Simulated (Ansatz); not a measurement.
With plane-wave PAW r²SCAN (Ansatz code), GeB2Mo2 in the hexagonal phase (P-6m2; Mo on 2h, Ge on 1a, B on 1b, B on 1f) relaxes to a = 3.134 Å, c = 6.754 Å. Ge has 6 nearest neighbours from 2.62 Å (trigonal prismatic). Against the elements it lies at -0.31 eV/atom, with no fitted shifts.

Electronic character: metallic (no gap).

An equation-of-state fit gives a bulk modulus of 248 GPa. Bader charges are Mo +0.74, Ge -0.43, B -0.55 to -0.51 e.

The start of the workflow was typed in or built on a structure type; neither database checked (COD, Materials Project) lists it. Whether it is the stable phase at ambient conditions was not checked. Symmetry was held in the r²SCAN relaxation; its stability against distortions is not shown here. The run is not spin-polarised. The references are the lowest solids computed at this level, not always the standard phases. Scalar-relativistic: spin–orbit coupling is off unless named, which matters more the heavier the elements.

Potentials: the earlier of the program's two PAW sets. The files were generated under PBE; for other functionals the program regenerates the frozen cores, and for LDA and PBEsol the local potential too.
